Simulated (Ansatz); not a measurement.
Se (trigonal-Se type, space group P3_121)

```
Se
1.0
    4.03907     0.00000     0.00000
   -2.01954     3.49794     0.00000
    0.00000     0.00000     5.12041
Se
3
Direct
  0.24866   0.24866   0.50000
  0.75134   0.00000   0.83333
  0.00000   0.75134   0.16667
```

Grid over V/V₀ and (c/a)/(c/a)₀, subscript 0 meaning the relaxed cell; the conventional c axis lies along z; no internal relaxation.

Level of theory: PBEsol (plane waves to 420 eV, PAW, scalar-relativistic; Ansatz, a quantum-chemistry and plane-wave program). k mesh 9×9×7 (Γ-centred), Fermi-Dirac smearing 0.05 eV. Compression counts positive. As the atoms are clamped, bonds stretch with the cell, which overstates energies and stresses. Se was relaxed with its symmetry unable to fall. The PAW data are Ansatz's earlier set.

Changes of σzz − σxx (GPa) from the point V/V₀ = 1.000, (c/a)/(c/a)₀ = 1.000 when one coordinate moves alone (two changes are said to add if the coupling is within 5 % of the smaller one, nearly so within 20 %):

```json
[
 {"point": "V/V₀ = 1.000, (c/a)/(c/a)₀ = 0.880", "change": "4.720"},
 {"point": "V/V₀ = 1.000, (c/a)/(c/a)₀ = 0.920", "change": "3.368"},
 {"point": "V/V₀ = 1.000, (c/a)/(c/a)₀ = 0.960", "change": "1.777"},
 {"point": "V/V₀ = 0.960, (c/a)/(c/a)₀ = 1.000", "change": "1.460"},
 {"point": "V/V₀ = 0.973, (c/a)/(c/a)₀ = 1.000", "change": "0.939"},
 {"point": "V/V₀ = 0.987, (c/a)/(c/a)₀ = 1.000", "change": "0.453"},
 {"point": "V/V₀ = 1.013, (c/a)/(c/a)₀ = 1.000", "change": "-0.422"},
 {"point": "V/V₀ = 1.027, (c/a)/(c/a)₀ = 1.000", "change": "-0.817"},
 {"point": "V/V₀ = 1.040, (c/a)/(c/a)₀ = 1.000", "change": "-1.184"},
 {"point": "V/V₀ = 1.000, (c/a)/(c/a)₀ = 1.040", "change": "-1.933"},
 {"point": "V/V₀ = 1.000, (c/a)/(c/a)₀ = 1.080", "change": "-3.979"},
 {"point": "V/V₀ = 1.000, (c/a)/(c/a)₀ = 1.120", "change": "-6.079"}
]
```

Question: Do the two effects add at V/V₀ = 0.973, (c/a)/(c/a)₀ = 1.120? Give the computed change.

Answer: The sum of the single changes is 0.939 + (-6.079) = -5.140; the calculation gives -5.278, so the coupling contributes -0.138 (under 20 % of the smaller single change, nearly additive).

Question: Do the two effects add at V/V₀ = 1.040, (c/a)/(c/a)₀ = 0.960? Give the computed change.

Answer: The sum of the single changes is -1.184 + (1.777) = 0.593; the calculation gives 0.596, so they add (within 5 % of the smaller single change).

Question: Do the two effects add at V/V₀ = 1.040, (c/a)/(c/a)₀ = 0.880? Give the computed change.

Answer: The sum of the single changes is -1.184 + (4.720) = 3.536; the calculation gives 3.680, so the coupling contributes 0.144 (under 20 % of the smaller single change, nearly additive).

(Under strain, the slope of the energy per volume gives the stress and its curvature an elastic modulus.)
